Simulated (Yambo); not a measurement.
Convergence of the G0W0 gap of Rb3CoF6

G0W0@PBEsol for Rb3CoF6 (space group Fm-3m, No. 225) in Yambo. Reference settings: 2×2×2 Γ-centred k mesh, bands 5 to 333 and a 8 Ry block in the screening, 333 bands in G with the Bruneval-Gonze terminator, plasmon pole fitted at 27.2 eV. The PBEsol gap X → X on this mesh is 1.32 eV; G0W0 gaps are taken between the same points.

```tsv
change from the reference	G0W0 gap X → X (eV)	shift of the valence edge (eV)	rough Yambo cost
reference settings	4.97	-1.30	1
129 bands in W, 129 bands in G	5.00	-1.23	about 1/2
129 bands in G	5.00	-1.35	–
217 bands in G	4.97	-1.32	–
1 Ry block	8.56	-3.53	within a factor of two
3 Ry block	5.96	-1.83	within a factor of two
7 Ry block	5.06	-1.35	within a factor of two
pole fitted at 55 eV	5.14	-1.41	–
129 bands in G, no terminator	5.07	-0.84	–
no terminator	4.99	-1.08	–
```

The reference isn't shown to be the converged limit. Costs are rough (shared machines), scaled to the same edge states, and given only for runs that recompute the screening.

The 3d shell has no Hubbard U; the runs are without spin polarisation, and magnetic order was not tried.

Geometry of the Materials Project entry, not relaxed at this level; primitive cell a = b = c = 6.2687 Å, α = β = γ = 60.00°.

The structure is a Materials Project entry; no match was found in the copy of COD used, and its stability was not checked.

A shift is the quasiparticle energy of the state minus its PBEsol energy.
